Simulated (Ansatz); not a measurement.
This run works on a proposed trial structure, not on a known crystal.

Input and command of a plane-wave DFT calculation in Ansatz:

```yaml
crystal:
  lattice:
    - [4.4645928693, 0.0, 0.0]
    - [-2.2322964347, 3.8664508424, 0.0]
    - [0.0, 0.0, 10.7418256551]
  atoms:
    - { symbol: Si, position: [0.0, 0.0, 0.110382771] }
    - { symbol: Si, position: [0.0, 0.0, 0.889617229] }
    - { symbol: Sn, position: [0.6666666667, 0.3333333333, 0.1811410796] }
    - { symbol: Sn, position: [0.6666666667, 0.3333333333, 0.4481006507] }
    - { symbol: Sn, position: [0.3333333333, 0.6666666667, 0.8188589204] }
    - { symbol: Sn, position: [0.3333333333, 0.6666666667, 0.5518993493] }
basis:
  ecutwfc: 420
kpoints:
  mp_grid: { grid: [12, 12, 4] }
hamiltonian:
  xc: pbe
scf:
  occupations: { method: gaussian, width: 0.1 }
output:
  forces: true
  stress: true
  eigenvalues: true
relax:
  adjacent_minimum: "off"
  f_tol: 0.01
  max_steps: 80
  cell: { stress_tol: 0.05 }
```

```bash
ansatz run input.yaml --threads 1 --pin off --max-ram 2560MiB --backend cpu --events-out ev --progress --plain --runs-dir out
```

Processor: Intel(R) Xeon(R) Platinum 8488C (Sapphire Rapids), 1 thread, on a host shared with other jobs.

Task: How long does it run, and how much memory does it take?

Result: About 2.7 min, peak memory 0.71 GiB. It solves 39 bands at 69 k points (after reduction by symmetry) with about 3655 plane waves (on the last cell), in 38 SCF iterations over 6 ionic steps.
